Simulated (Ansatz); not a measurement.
A trial cell of VBiO4 was relaxed with r2SCAN (plane waves to 500 eV, PAW, scalar-relativistic; Ansatz, an electronic-structure program).

Before: F222 (No. 22), oF24; a = 5.585 Å, b = 7.380 Å, c = 8.367 Å, α = β = γ = 90.00°.

After relaxation:

Simulated powder pattern, neutron, λ = 1.5401 Å (kinematic, ideal powder, no thermal factors, coherent scattering alone; the 24 strongest lines at most, above 1 %, up to 2θ = 90°):

```csv
2θ (°),I/Imax (%)
18.54,6.7
26.34,9.0
37.60,12
40.06,100
42.23,15
48.59,5.3
54.22,28
54.52,17
56.11,26
57.81,11
58.09,1.2
61.26,2.3
61.53,5.2
68.11,7.9
71.28,12
75.75,4.1
80.25,14
80.50,34
81.82,57
83.26,1.3
83.50,12
86.25,2.9
86.49,4.1
```

Task: Identify the relaxed structure from its pattern: crystal system, space group and cell.

Result: Tetragonal, I-4m2 (No. 119), tI12; a = b = 6.759 Å, c = 3.363 Å, α = β = γ = 90.00°. Sites: Bi 2c (0.000, 0.500, 0.250); O 8i (0.225, 0.000, 0.259); V 2b (0.000, 0.000, 0.500).

Task: Index the strongest lines.

Result: 40.06° (211), 54.22° (400), 56.11° (321), 80.50° (402), 81.82° (521).

No spin polarisation in the result: the starting moments vanished. The d or f electrons are treated with no Hubbard U.

The run could not lose the symmetry of its start, so the end can be a saddle point.

The relaxed structure here is a generated cell of VBiO4: the first start was made by a random draw of sites in a space group, and the end was not matched to a known phase here, so it may be hypothetical. Known forms of VBiO4 include space group No. 88.
